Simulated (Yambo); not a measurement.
**Bethe-Salpeter results for Rb2YAgF6**

```xyz
10
Lattice="0.0000 4.5433 4.5433 4.5433 0.0000 4.5433 4.5433 4.5433 0.0000" Properties=species:S:1:pos:R:3 pbc="T T T"
F      2.3898     4.5433     4.5433
F      6.6968     4.5433     4.5433
F      4.5433     2.3898     4.5433
F      4.5433     6.6968     4.5433
F      4.5433     4.5433     2.3898
F      4.5433     4.5433     6.6968
Rb     6.8149     6.8149     6.8149
Rb     2.2716     2.2716     2.2716
Y      4.5433     4.5433     4.5433
Ag     0.0000     0.0000     0.0000
```

The geometry is that of Materials Project entry mp-1110786, symmetrised and not relaxed again.

BSE in Yambo on PBEsol (pw.x of Quantum ESPRESSO, ONCV potentials, without SOC) bands: 4×4×4 mesh, 17 valence and 6 conduction bands, static screening with 112 bands and a 3 Ry block, scissor 3.35 eV, Tamm-Dancoff; field along x.

```tsv
state	energy (eV)	states within 2 meV	relative strength	class	main transitions
1	4.09	2	< 0.01	dark	several band pairs
2	4.77	3	< 0.01	dark	several band pairs
3	5.62	2	< 0.01	dark	several band pairs
4	5.88	3	1.00	strong	VB → CB (65 %)
5	5.94	3	< 0.01	dark	several band pairs
6	6.06	2	< 0.01	dark	several band pairs
7	6.08	3	< 0.01	dark	several band pairs
8	6.09	3	< 0.01	dark	several band pairs
```

These are vertical excitations (zero momentum); the indirect quasiparticle gap, about 5.98 eV, is smaller than the direct one (6.30 eV on the GW mesh). The direct quasiparticle gap on this mesh is 6.30 eV; counted from there, state 1 is bound by 2.21 eV. Convergence with the mesh was not shown.

Spin singlets only. Strengths are relative to the strongest of the lowest states of this run; strong means a line over 3 % of the spectrum's maximum, dark under 0.03 %. Absolute energies carry the error of the G0W0 scissor, whose convergence isn't established.

Spin-orbit splittings are left out.

The structure is a Materials Project entry; no match was found in the copy of COD used, and its stability was not checked.
